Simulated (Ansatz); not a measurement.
Elastic constants of C (Fd-3m) under pressure

```yaml
crystal:
  lattice:
    - [0.00000, 1.76587, 1.76587]
    - [1.76587, 0.00000, 1.76587]
    - [1.76587, 1.76587, 0.00000]
  atoms:
    - { symbol: C, position: [0.50000, 0.50000, 0.50000] }
    - { symbol: C, position: [0.75000, 0.75000, 0.75000] }
```

This is the zero-pressure cell. At each pressure cell and atoms are relaxed in this structure, and the constants are slopes of the stress at strains of ±0.005 with relaxed ions (the coefficients that govern stability under load). Level: LDA, PAW on Ansatz 0.2.0's default frozen-core files (fitted under PBE), scalar-relativistic; k mesh 10×10×10, strains of ±0.005, fixed occupations, cutoff 420 eV. P is the pressure of the relaxed cell, less that of this one.

```tsv
P (GPa)	V/V₀	C11 (GPa)	C12 (GPa)	C44 (GPa)
0.00	1.0000	1104.3	148.7	592.8
0.97	0.9979	1108.5	151.0	595.0
1.95	0.9959	1113.5	153.6	597.5
4.00	0.9916	1123.9	159.5	603.0
7.00	?	?	?	?
9.99	0.9796	1154.4	177.2	620.2
14.99	0.9701	1177.5	191.1	632.4
```

Q: Does the bulk modulus from the constants agree with the pressure-volume curve?

A: A third-order Birch-Murnaghan fit to the volumes shown (F against f, f = [(V₀/V)^(2/3) − 1]/2) gives B₀ = 467.7 GPa and B′ = 3.5. Its −V dP/dV stands beside (C11 + 2C12)/3:

```
P (GPa)  from P(V)  from the constants
   0.00      467.7               467.2
   0.97      471.1               470.1
   1.95      474.5               473.6
   4.00      481.6               481.0
   9.99      502.2               502.9
  14.99      519.2               519.9
```

Q: What are the pressure derivatives at zero pressure?

A: Slopes at V₀ of quadratic fits in −ln(V/V₀) through the first four rows shown, divided by B₀: dC11/dP = 4.5, dC12/dP = 2.3, dC44/dP = 2.2. The mean slopes up to 1.9 GPa are 4.7, 2.5, 2.4; curvature and scatter of the constants part the two. The combination (dC11/dP + 2 dC12/dP)/3 = 3.0 stands against B′.

Q: Fill the row at 7.00 GPa.

A: Cubic fits in −ln(V/V₀) through all rows shown give C11 = 1139.2, C12 = 168.2, C44 = 611.6 GPa. Computed: V/V₀ = 0.9855, C11 (GPa) = 1139.4, C12 (GPa) = 168.9, C44 (GPa) = 612.3.

Q: Does a shear stiffness soften?

A: C44 goes from 592.8 to 632.4 GPa; (C11 − C12)/2 goes from 477.8 to 493.2 GPa. Neither ends more than 3 % under its start, and the lattice stays mechanically stable over this range.

Keep in mind: no other phase was computed; many crystals of this kind change structure within this range, and rows or crossings beyond such a change describe a metastable lattice; frozen-core PAW files fitted under PBE, their cores solved anew for the functional of the run; phonons weren't checked at these pressures.
